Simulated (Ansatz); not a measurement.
AgW in space group Cmcm (No. 63; Ag on 4c, W on 4c), PBEsol in the plane-wave PAW code Ansatz, all energies at zero smearing, with the estimated change up to a 700 eV cutoff added, with one set of potentials and settings (totals compare only within such a set). Cell of 4 atoms (2 Ag, 2 W): -35554.773 eV.

```tsv
element	reference phase	E (eV/atom)
Ag	P6_3/mmc, 4 atoms in the cell	-7522.2452
W	Im-3m, 1 atoms in the cell	-10256.5620
```

Formation energy per atom, worked out: (-35554.773 − 2×(-7522.2452) − 2×(-10256.5620))/4 = 0.710 eV/atom (69 kJ per mol of atoms), at 0 K, without zero-point energy or fitted corrections.

The start of the workflow was typed in or built on a structure type; neither database checked (COD, Materials Project) lists it. Whether it is the stable phase at ambient conditions was not checked. The cell was relaxed with PBEsol under the symmetry of its start; its stability against distortions is not shown here. The run is not spin-polarised. Its formation energy is positive at this level, so the cell may be metastable or incomplete. The references are the lowest solids computed at this level, not always the standard phases. Spin–orbit coupling is left out wherever it is not named.

Potentials: the later of the program's two PAW sets.
